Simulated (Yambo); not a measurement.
Yambo run on MgV₂O₆ (space group C2/m, No. 12). The wavefunctions come from this Quantum ESPRESSO step (LDA, PseudoDojo standard norm-conserving files, scalar-relativistic):

```
&CONTROL
  calculation = 'nscf'
  pseudo_dir = './pseudo'
  outdir = './out'
/
&SYSTEM
  ibrav = 0
  nat = 9
  ntyp = 3
  ecutwfc = 84.0
  ecutrho = 336.0
  occupations = 'fixed'
  force_symmorphic = .true.
  nbnd = 142
/
&ELECTRONS
  conv_thr = 9.000000000000001e-09
  diago_full_acc = .true.
  diago_thr_init = 1e-08
/
ATOMIC_SPECIES
O 15.9990 O.upf
Mg 24.3050 Mg.upf
V 50.9415 V.upf
CELL_PARAMETERS angstrom
  4.883665000000  -1.767655000000   0.000000000000
  4.883665000000   1.767655000000   0.000000000000
 -1.958525000000   0.000000000000   6.778188000000
ATOMIC_POSITIONS crystal
O   0.286940000000   0.286940000000   0.917390000000
O   0.713060000000   0.713060000000   0.082610000000
O   0.076180000000   0.076180000000   0.259560000000
O   0.923820000000   0.923820000000   0.740440000000
O   0.633130000000   0.633130000000   0.623140000000
O   0.366870000000   0.366870000000   0.376860000000
Mg   0.000000000000   0.000000000000   0.500000000000
V   0.778660000000   0.778660000000   0.823390000000
V   0.221340000000   0.221340000000   0.176610000000
K_POINTS automatic
4 4 2 0 0 0
```

Yambo input:

```
rim_cut
gw0
dyson
el_el_corr
HF_and_locXC
ppa
em1d
RandQpts= 1000000
RandGvec= 1 Ry
EXXRLvcs= 84 Ry
VXCRLvcs= 336 Ry
Chimod= "HARTREE"
% BndsRnXp
 4 | 141 |
%
NGsBlkXp= 6 Ry
% LongDrXp
 1.0 | 1.0 | 1.0 |
%
PPAPntXp= 27.2114 eV
% GbndRnge
 1 | 141 |
%
GTermKind= "BG"
DysSolver= "n"
ExtendOut
% QPkrange
 2 | 2 | 36 | 37 |
 5 | 5 | 36 | 37 |
%
```

k points by index: 2 = (0, 0, -0.5), 5 = (0, -0.5, 0).

Resulting energies as the program prints them:

```
#    K-point    Band    Eo [eV]    E [eV]    E-Eo [eV]    Vxc [eV]    Vnlxc [eV]    Sc|Eo [eV]    Sc|E [eV]    dSc/dw|Eo [eV]    Re(Z)    Im(Z)
#
    2    36    0.000000    -0.498365    -0.498365    -19.59309    -24.70277    4.453783    4.611320    -8.599040    0.759870    -0.001594
    2    37    2.734258    4.421604    1.687347    -21.99923    -14.90673    -4.872857    -5.405145    -8.583118    0.760207    -0.001780
    5    36    -0.075265    -0.505204    -0.429939    -19.55335    -24.39530    4.276244    4.412011    -8.589883    0.760064    -0.001590
    5    37    2.497071    4.137842    1.640771    -22.13832    -14.86447    -5.119374    -5.633082    -8.518582    0.761580    -0.001823
```
(The two width columns are left out.) Convergence of these settings isn't established.

Geometry of the Materials Project entry, not relaxed at this level.

The runs are not spin-polarised; magnetic order was not tried.
